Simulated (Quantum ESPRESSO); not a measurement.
# Band energies of InSb

```xyz
4
Lattice="2.3125 -4.0026 0.0000 2.3125 4.0026 0.0000 0.0000 0.0000 7.6163" Properties=species:S:1:pos:R:3 pbc="T T T"
In     2.3125    -1.3458     3.8984
In     2.3125     1.3458     0.0903
Sb     2.3125    -1.3249     1.0522
Sb     2.3125     1.3249     4.8603
```

PBEsol (pw.x of Quantum ESPRESSO, ONCV potentials, no spin-orbit coupling); path ΓXSRAZΓYX1A1TY,ZT; energies in eV from the Fermi level.

| k (1/Å) | point | band 24 | band 25 | band 26 | band 27 | band 28 | band 29 | band 30 | band 31 |
|---|---|---|---|---|---|---|---|---|---|
| 0.00 | Γ | -1.13 | -1.13 | -0.59 | -0.23 | -0.11 | -0.09 | 0.11 | 2.67 |
| 0.23 |  | -2.30 | -2.09 | -1.47 | -0.48 | -0.38 | 0.95 | 1.21 | 2.50 |
| 0.57 |  | -4.33 | -3.23 | -2.82 | -1.56 | -1.46 | 2.14 | 2.39 | 2.87 |
| 0.91 | X | -5.53 | -3.61 | -2.52 | -2.52 | -2.31 | 1.90 | 3.31 | 3.33 |
| 1.13 |  | -5.19 | -3.35 | -2.76 | -2.11 | -1.84 | 2.18 | 2.31 | 2.43 |
| 1.36 | S | -5.11 | -3.35 | -2.29 | -1.99 | -1.11 | 0.97 | 1.42 | 3.05 |
| 1.50 |  | -5.23 | -3.13 | -2.23 | -1.81 | -1.22 | 1.01 | 1.05 | 3.06 |
| 1.77 | R | -5.76 | -1.92 | -1.92 | -1.80 | -1.80 | 0.78 | 0.78 | 2.32 |
| 1.89 |  | -5.76 | -2.19 | -2.19 | -1.72 | -1.72 | 0.97 | 0.97 | 2.50 |
| 2.11 |  | -5.79 | -2.96 | -2.96 | -1.58 | -1.58 | 1.35 | 1.35 | 3.81 |
| 2.22 | A | -5.82 | -3.08 | -3.08 | -1.55 | -1.55 | 1.36 | 1.36 | 3.81 |
| 2.43 |  | -5.62 | -2.77 | -2.77 | -1.68 | -1.68 | 1.48 | 1.48 | 3.75 |
| 2.73 |  | -4.55 | -1.97 | -1.97 | -1.63 | -1.63 | 1.96 | 1.96 | 2.91 |
| 2.93 |  | -3.94 | -1.49 | -1.49 | -0.95 | -0.95 | 1.50 | 1.50 | 2.97 |
| 3.13 | Z | -3.80 | -0.69 | -0.69 | -0.68 | -0.68 | 0.65 | 0.65 | 3.36 |
| 3.27 |  | -2.72 | -0.93 | -0.92 | -0.43 | -0.42 | 0.37 | 0.87 | 3.02 |
| 3.54 | Γ | -1.13 | -1.13 | -0.59 | -0.23 | -0.11 | -0.09 | 0.11 | 2.67 |
| 3.64 |  | -1.50 | -1.20 | -1.11 | -0.29 | -0.16 | 0.33 | 0.48 | 2.60 |
| 3.84 |  | -2.73 | -2.57 | -1.60 | -0.66 | -0.47 | 1.04 | 1.33 | 2.84 |
| 4.13 |  | -4.53 | -3.43 | -2.17 | -1.63 | -1.00 | 1.02 | 1.44 | 3.15 |
| 4.33 | Y | -5.11 | -3.35 | -2.30 | -1.99 | -1.12 | 0.95 | 1.42 | 3.10 |
| 4.44 |  | -5.13 | -3.33 | -2.49 | -2.02 | -1.37 | 1.31 | 1.76 | 2.78 |
| 4.67 |  | -5.34 | -3.52 | -2.74 | -2.28 | -2.19 | 2.01 | 2.99 | 3.09 |
| 4.78 | X1 | -5.53 | -3.61 | -2.52 | -2.52 | -2.31 | 1.90 | 3.31 | 3.33 |
| 4.99 |  | -5.68 | -3.47 | -2.58 | -2.09 | -2.08 | 2.26 | 2.27 | 2.46 |
| 5.19 | A1 | -5.82 | -3.08 | -3.08 | -1.55 | -1.55 | 1.36 | 1.36 | 3.81 |
| 5.28 |  | -5.80 | -3.00 | -3.00 | -1.57 | -1.57 | 1.36 | 1.36 | 3.83 |
| 5.46 |  | -5.76 | -2.45 | -2.45 | -1.67 | -1.67 | 1.14 | 1.14 | 2.79 |
| 5.65 | T | -5.75 | -1.91 | -1.91 | -1.80 | -1.80 | 0.77 | 0.77 | 2.32 |
| 5.73 |  | -5.61 | -2.30 | -1.97 | -1.64 | -1.62 | 0.58 | 0.98 | 2.43 |
| 5.98 |  | -5.16 | -3.27 | -2.28 | -1.92 | -1.16 | 0.97 | 1.26 | 3.13 |
| 6.06 | Y | -5.11 | -3.35 | -2.30 | -1.99 | -1.12 | 0.95 | 1.42 | 3.10 |
| 6.06 | Z | -3.80 | -0.69 | -0.69 | -0.68 | -0.68 | 0.65 | 0.65 | 3.36 |
| 6.32 |  | -4.07 | -1.74 | -1.74 | -1.05 | -1.05 | 1.55 | 1.55 | 3.08 |
| 6.58 |  | -5.10 | -2.04 | -2.04 | -1.58 | -1.58 | 1.08 | 1.08 | 2.75 |
| 6.84 | T | -5.75 | -1.91 | -1.91 | -1.80 | -1.80 | 0.77 | 0.77 | 2.32 |

Along the path the PBEsol gap is only about 0.02 eV, below what this setup resolves reliably; no G0W0 run was built on it. Semilocal functionals shrink small gaps, and the order of the bands at the edge may be inverted.

Spin-orbit coupling is left out, which matters for elements this heavy: edges can move by tenths of an eV.

Geometry of the Materials Project entry, not relaxed at this level.

This is not the ordinary phase of the substance; no match was found in the copy of COD used, and its stability was not checked.

Letters of k points follow the standard setting of the lattice, whose axes may be ordered differently from the printed cell.
